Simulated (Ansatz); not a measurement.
Y$_{2}$C (anti-CdI2 type, P-3m1) under volume change, DFT-r²SCAN in the program Ansatz with PAW potentials, shape and atoms relaxed at each volume.

```csv
V (Å³/atom),E − E(relaxed) (meV/atom),P (GPa)
21.229,40.8,6.69
21.929,(withheld),(withheld)
22.629,4.1,1.92
23.329,0.0,0.00
24.029,(withheld),(withheld)
24.729,13.9,-3.01
25.429,29.6,-4.13
```

### Question
Some entries are withheld; supply them.

### Answer

- 21.929, E − E(relaxed) (meV/atom): 17.2
- 21.929, P (GPa): 4.15
- 24.029, E − E(relaxed) (meV/atom): 3.7
- 24.029, P (GPa): -1.64

### Question
What does a third-order Birch–Murnaghan fit give for V₀, B₀ and B′?

### Answer
V₀ = 23.33 Å³/atom, B₀ = 58.1 GPa, B′ = 4.3.

A made-up cell: these elements were put on the sites of a structure type; neither database checked (COD, Materials Project) lists it. COD files the formula under space group No. 166. Its standing as an ambient phase is unchecked. The r²SCAN relaxation kept the symmetry of its start; whether a distortion lowers the energy is not shown. No spin polarisation was allowed.

Potentials: the earlier of the program's two PAW sets.
